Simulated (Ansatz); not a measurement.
HfO2 (fluorite)

```yaml
crystal:
  lattice:
    - [0.00000, 5.05847, 5.05847]
    - [2.52923, 2.52923, 5.05847]
    - [2.52923, 2.52923, 0.00000]
  atoms:
    - { symbol: Hf, position: [0.00000, 0.00000, 0.00000] }
    - { symbol: Hf, position: [0.50000, 0.00000, 0.00000] }
    - { symbol: O, position: [0.00000, 0.25000, 0.25000] }
    - { symbol: O, position: [0.50000, 0.25000, 0.25000] }
    - { symbol: O, position: [0.00000, 0.75000, 0.75000] }
    - { symbol: O, position: [0.50000, 0.75000, 0.75000] }
```

The atoms are displaced by Q × the pattern below (from a DFPT mode at X = (0.5, 0.5, 0.0), largest move 1; Q in Å), at fixed cell. (q is in reciprocal vectors of the primitive cell; the cell shown is doubled to hold the pattern.)

```
atom      x      y       z
----  -----  -----  ------
O3    0.000  0.000   1.000
O4    0.000  0.000  -1.000
O5    0.000  0.000   1.000
O6    0.000  0.000  -1.000
```

Atoms not listed stay in place.

The numbers are results of r2SCAN (plane waves to 500 eV, PAW, scalar-relativistic; Ansatz, a first-principles code), not measurements. k mesh 11×11×11 (Γ-centred), Fermi-Dirac smearing 0.05 eV. E stands for the smeared free energy. HfO2 is run without spin polarisation. HfO2 was relaxed with its symmetry unable to fall. Spin-orbit coupling is left out, though Hf is heavy. This is a high-temperature form of HfO2. The zero of ΔE is the undisplaced structure.

What ΔE (meV/cell) does the calculation give at Q (Å) = -0.440, -0.220, -0.147, 0.073, 0.147, 0.220, 0.367, 0.440?


| Q (Å) | ΔE (meV/cell) |
|---|---|
| -0.440 | 484 |
| -0.220 | -143 |
| -0.147 | -99 |
| 0.073 | -31 |
| 0.147 | -99 |
| 0.220 | -143 |
| 0.367 | 99 |
| 0.440 | 484 |

(A displaced cell: forces are minus the slopes of the energy, force constants its curvatures, and phonons follow from these.)
